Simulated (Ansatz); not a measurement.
One stationary structure of CdTe. Space group P6₃mc (No. 186), AFLOW prototype AB_hP12_186_a2b_a2b (B6, as in SiC). Level of theory: PBEsol (plane waves to 420 eV, PAW, scalar-relativistic; Ansatz, a quantum-chemistry and plane-wave program).

```cif
data_Cd6Te6
_chemical_formula_sum 'Cd6 Te6'
_space_group_name_H-M_alt 'P 1'
_space_group_IT_number 1
_cell_length_a 4.58707
_cell_length_b 4.58707
_cell_length_c 22.49858
_cell_angle_alpha 90.000
_cell_angle_beta 90.000
_cell_angle_gamma 120.000
loop_
_space_group_symop_operation_xyz
  'x, y, z'
loop_
_atom_site_label
_atom_site_type_symbol
_atom_site_fract_x
_atom_site_fract_y
_atom_site_fract_z
_atom_site_occupancy
Cd1 Cd 0.00000 0.00000 0.99980 1
Cd2 Cd 0.00000 0.00000 0.49980 1
Cd3 Cd 0.66667 0.33333 0.83299 1
Cd4 Cd 0.33333 0.66667 0.33299 1
Cd5 Cd 0.66667 0.33333 0.16649 1
Cd6 Cd 0.33333 0.66667 0.66649 1
Te1 Te 0.00000 0.00000 0.87466 1
Te2 Te 0.00000 0.00000 0.37466 1
Te3 Te 0.66667 0.33333 0.70815 1
Te4 Te 0.33333 0.66667 0.20815 1
Te5 Te 0.66667 0.33333 0.04162 1
Te6 Te 0.33333 0.66667 0.54162 1
```

Question: What band gap does PBEsol give?

Answer: 0.66 eV, direct at Γ (no spin-orbit coupling).

No spin polarisation in the result. Without spin-orbit coupling the bands of the heavy element are not split, so the gap can be far off.

The run could not lose the symmetry of its start.

The first start was generated by placing the elements on the sites of a structure type. Materials Project lists a structure of CdTe in the same space group, P6₃mc (No. 186); the sites were not compared with it, nor with measured phases. Known forms of CdTe include space group No. 216.
